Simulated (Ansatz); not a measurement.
Method: Ansatz, DFT PBE, scalar-relativistic, plane waves, PAW. All cells share a 420 eV cutoff and Γ-centred k meshes spaced about 0.3 Å⁻¹ or finer (0.25 for metals, 2π included). No spin polarisation.

Temperature and zero-point effects are left out.

Two relaxed structures of Be3TeSe2:

A.

```yaml
crystal:
  lattice:
    - [5.65098, -3.25755, 0.00000]
    - [5.65098, 3.25755, 0.00000]
    - [0.00000, 0.00000, 6.20641]
  atoms:
    - { symbol: Be, position: [0.81197, 0.18803, 0.60794] }
    - { symbol: Be, position: [0.48113, 0.16577, 0.13415] }
    - { symbol: Be, position: [0.51887, 0.83423, 0.63415] }
    - { symbol: Be, position: [0.18803, 0.81197, 0.10794] }
    - { symbol: Be, position: [0.83423, 0.51887, 0.13415] }
    - { symbol: Be, position: [0.16577, 0.48113, 0.63415] }
    - { symbol: Te, position: [0.82888, 0.17112, 0.99850] }
    - { symbol: Te, position: [0.17112, 0.82888, 0.49850] }
    - { symbol: Se, position: [0.49370, 0.16700, 0.50013] }
    - { symbol: Se, position: [0.50630, 0.83300, 0.00013] }
    - { symbol: Se, position: [0.83300, 0.50630, 0.50013] }
    - { symbol: Se, position: [0.16700, 0.49370, 0.00013] }
```

B.

```yaml
crystal:
  lattice:
    - [-1.89167, 1.89167, 7.99904]
    - [1.89167, -1.89167, 7.99904]
    - [1.89167, 1.89167, -7.99904]
  atoms:
    - { symbol: Be, position: [0.75000, 0.25000, 0.50000] }
    - { symbol: Be, position: [0.09264, 0.59264, 0.50000] }
    - { symbol: Be, position: [0.40736, 0.90736, 0.50000] }
    - { symbol: Te, position: [0.00000, 0.00000, 0.00000] }
    - { symbol: Se, position: [0.67117, 0.67117, 0.00000] }
    - { symbol: Se, position: [0.32883, 0.32883, 0.00000] }
```

Task: Which is lower in energy, and by how much?

Result: A is lower, by 5 meV/atom. A has Te and Se ordered on wurtzite sites, space group Cmc2_1 (No. 36), 19.0 Å³/atom and a gap of 2.86 eV on its mesh; B has Te and Se ordered on zinc blende sites, space group I-4m2 (No. 119), 19.1 Å³/atom and a gap of 2.18 eV. Counting Se or Te atoms around Be (for each partner element, those within 1.25 times its shortest distance or 1.15 times the sum of covalent radii, where it is the nearest in units of that sum or under 1.3), A and B both have Be 4. Both come from trial cells of a structure search.

These runs have no spin–orbit coupling, which can matter for Te. Kohn–Sham gaps at this level usually fall short of measured ones. The missing spin–orbit coupling can work the other way here. With atoms moved at random, A came back. B had no clear such test and can be a saddle point.
